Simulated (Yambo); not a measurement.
G0W0@LDA for CdS (zinc blende, space group F-43m, No. 216) in Yambo. Reference settings: 4×4×4 Γ-centred k mesh, bands 5 to 118 and a 10 Ry block in the screening, 118 bands in G with the Bruneval-Gonze terminator, plasmon pole fitted at 27.2 eV. The LDA gap Γ → Γ on this mesh is 0.94 eV; G0W0 gaps are taken between the same points.

The settings were changed. The gap went from 2.27 eV to 2.31 eV, and the shift of the valence edge from -0.90 eV to -0.65 eV.

### Question
Which change was made?
A) 4 Ry block
B) 42 bands in W, 42 bands in G
C) 1 Ry block
D) 76 bands in G, no terminator

### Answer
B, 42 bands in W, 42 bands in G. The others gave (gap, valence shift): 1 Ry block: 2.29, -0.44 eV; 76 bands in G, no terminator: 2.17, -0.68 eV; 4 Ry block: 2.18, -0.69 eV.

Spin-orbit coupling is not included.

Geometry relaxed with LDA; primitive cell a = b = c = 4.072 Å, α = β = γ = 60.00°.

A shift is the quasiparticle energy of the state minus its LDA energy.
